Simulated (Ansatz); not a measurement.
Here is the system:

Relaxed BN (zinc blende):

```yaml
crystal:
  lattice:
    - [0.00000, 3.62472, 3.62472]
    - [1.81236, 0.00000, 1.81236]
    - [1.81236, 1.81236, 0.00000]
  atoms:
    - { symbol: N, position: [0.37500, 0.75000, 0.75000] }
    - { symbol: N, position: [0.87500, 0.75000, 0.75000] }
    - { symbol: B, position: [0.00000, 0.00000, 0.00000] }
    - { symbol: B, position: [0.50000, 0.00000, 0.00000] }
```

The atoms are displaced by Q × the pattern below (from a DFPT mode at L = (0.5, 0.0, 0.0), largest move 1; Q in Å), at fixed cell. (q is in reciprocal vectors of the primitive cell; the cell shown is doubled to hold the pattern.)

```json
[
 {"atom": "N1", "x": "-0.577", "y": "0.577", "z": "0.577"},
 {"atom": "N2", "x": "0.577", "y": "-0.577", "z": "-0.577"},
 {"atom": "B3", "x": "0.332", "y": "-0.332", "z": "-0.332"},
 {"atom": "B4", "x": "-0.332", "y": "0.332", "z": "0.332"}
]
```

All values below come from PBE (plane waves to 420 eV, PAW, scalar-relativistic; Ansatz, an electronic-structure program). k mesh 8×16×16 (Γ-centred), Fermi-Dirac smearing 0.05 eV. Energies are smeared free energies. Left out: 2 of 13 points, with atoms too close for the PAW data. BN was relaxed with its symmetry unable to fall. The zero of ΔE is the undisplaced structure.

The scan covers Q from -0.233 to 0.233 Å in 11 points.

Which space group does the distorted structure have?

R3m (No. 160), lowered from F-43m.

What is the energy change at Q = 0.233 Å?

4017 meV/cell.

What harmonic wavenumber does the curvature at Q = 0 give?

954 cm⁻¹.

(For displaced atoms, the force is minus the slope of the energy, and its curvature is a force constant, which sets phonon frequencies.)
